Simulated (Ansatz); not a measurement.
# Contact germanides: how much Ge do they eat?

A metal film that reacts with Ge consumes substrate; on a shallow junction the depth consumed per thickness of contact matters as much as the driving force.

The yardstick is NiGe. 8 nm of metal is deposited and fully reacted. All products have no gap at this level.

Data:

Computed with Ansatz, a plane-wave PAW program. volume per atom: r²SCAN, relaxed cell; metal volume, Ge volume: r²SCAN, the element in its room-temperature structure; ΔH_f: r²SCAN, 0 K, against the elements in the same set-up, no fitted corrections.

Working rules: Ge consumed = metal thickness × y × V(Ge)/V(metal); product = metal thickness × (1 + y) × V/V(metal); ratio = consumed/product; volume change = product/(metal + consumed) − 1.

| crystal | Ge atoms per metal atom | V (Å³/atom) | V of the metal (Å³/atom) | V of Ge (Å³/atom) | ΔH_f (eV/atom) | Ge consumed (nm) | product thickness (nm) | consumed per nm of product | volume change (%) |
|---|---|---|---|---|---|---|---|---|---|
| Ta5Ge3 (I4/mcm, tI32) | 0.600 | 16.50 | 18.05 | 22.83 | −0.420 | 6.07 | 11.70 | 0.52 | −17 |
| Pd2Ge (P-62m, hP9) | 0.500 | 15.03 | 14.91 | 22.83 | −0.530 | 6.12 | 12.10 | 0.51 | −14 |
| NiGe (Pnma), reference | 1.000 | 13.30 | 10.52 | 22.83 | −0.265 | 17.36 | 20.23 | 0.86 | −20 |
| Y5Ge4 (Pnma, oP36) | 0.800 | 24.36 | 33.49 | 22.83 | −1.020 | 4.36 | 10.47 | 0.42 | −15 |

Runs started from generated or typed cells of the structure named: NiGe. Not checked to be the ambient phase: Y5Ge4 (Pnma, oP36). No claim is made that these are known or stable phases: Ta5Ge3 (I4/mcm, tI32); Pd2Ge (P-62m, hP9). Run without spin polarisation: NiGe. Spin–orbit coupling is left out unless named. No other phase of the formula is at hand at the same level beside Y5Ge4 (Pnma, oP36), Pd2Ge (P-62m, hP9). ΔH_f counts from the lowest computed solid of each element: Ge (Fd-3m), Ni (Fm-3m, ferromagnetic), Pd (Fm-3m), Ta (Im-3m), Y (P6_3/mmc).

Worked example:

For Y5Ge4 (Pnma, oP36), step by step:

Ge consumed: 8 × 0.800 × 22.83/33.49 = 4.36 nm; product thickness: 8 × (1 + 0.800) × 24.36/33.49 = 10.47 nm; Ge consumed per nm of product: 4.36/10.47 = 0.42; volume change: 100 × (10.47/(8 + 4.36) − 1) = −15 %.

Result:

In order of Ge consumed per nm of product, lowest first: Y5Ge4 (Pnma, oP36) (0.42 ± 0.013), Pd2Ge (P-62m, hP9) (0.51 ± 0.016) ≈ Ta5Ge3 (I4/mcm, tI32) (0.52 ± 0.016), NiGe (0.86 ± 0.027). The ± follows from allowances picked for this note (volume per atom 1 %, 3 % for the model), carried to first order and added in quadrature; ≈ joins neighbours closer than their two ± added in quadrature. On this figure 3 of 3 candidates do clearly better than the reference.

The trade-off between low Ge consumed per nm of product and low ΔH_f leaves these rows undominated: Y5Ge4 (Pnma, oP36) (0.42, −1.020). The reference is off the front.

Caveats:

Which phase forms first is kinetic; barrier heights, resistivities and agglomeration are not treated. Phases over 50 meV/atom above the lowest one at hand were not drawn (by r²SCAN where it compared them, else by the largest value; a layered or molecular lowest phase counts only with a dispersion term); other phases could lie lower still. Rows were sampled with a lean to familiar crystals, related or not, whatever their agreement with measurement; tables with many equal figures were not kept. Limits of the draw: ΔH_f under −0.03 eV/atom; for ΔH_f, runs without a dispersion term, no Mn, and elements whose lowest cell is their usual one. As a rule kept out of such tables: 4f compounds, open-shell compounds run without a Hubbard term, cells found unstable in the tests at hand, cells close to a higher symmetry, and runs set to a pressure or over 12 % in volume from the crystal's fullest run.
